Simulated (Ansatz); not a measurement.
ZrC (rock salt)

```
ZrC
1.0
    0.00000     2.35572     2.35572
    2.35572     0.00000     2.35572
    2.35572     2.35572     0.00000
Zr C
1 1
Direct
  0.00000   0.00000   0.00000
  0.50000   0.50000   0.50000
```

Scan: atom 1 (Zr, nearest neighbour C at 2.356 Å; its periodic images, 3.3 Å or more away, move with it) is displaced towards the nearest neighbour, direction (-1.000, 0.000, 0.000) in Cartesian axes, by s. The other atoms stay.

Method: r2SCAN (plane waves to 500 eV, PAW, scalar-relativistic; Ansatz, a program for electronic structure). k mesh 14×14×14 (Γ-centred), Fermi-Dirac smearing 0.05 eV. Energies are smeared free energies. With partly filled bands, energies and forces of such displacements shift with the k mesh and the smearing. ZrC is run without spin polarisation. ZrC was relaxed with its symmetry unable to fall. The zero of ΔE is the undisplaced structure. The last digit holds for this mesh only.

| s (Å) | ΔE (meV/cell) |
|---|---|
| -0.470 | 1055.1 |
| -0.376 | withheld |
| -0.282 | 290.2 |
| -0.188 | 114.6 |
| -0.094 | 27.6 |
| 0.000 | 0.0 |
| 0.094 | 27.6 |
| 0.188 | 114.6 |
| 0.282 | 290.2 |
| 0.376 | withheld |
| 0.470 | 1055.1 |

**Question.** Fit an even polynomial form (powers 2, 4, 6) to the given rows and predict ΔE at s = -0.376.

**Answer.** Least squares on the 9 given rows: ΔE = (2928)·s² + (9447)·s⁴ + (-4879)·s⁶, in meV/cell with s in Å; root-mean-square residual 0.52 meV/cell. At -0.376 the fit gives 589.0 meV/cell; the calculation gives 588.7 meV/cell, so the interpolation is off by 0.3 (+0.1 %). The quadratic term alone would give 413.9 meV/cell.

(For displaced atoms, the force is minus the slope of the energy, and its curvature is a force constant, which sets phonon frequencies.)
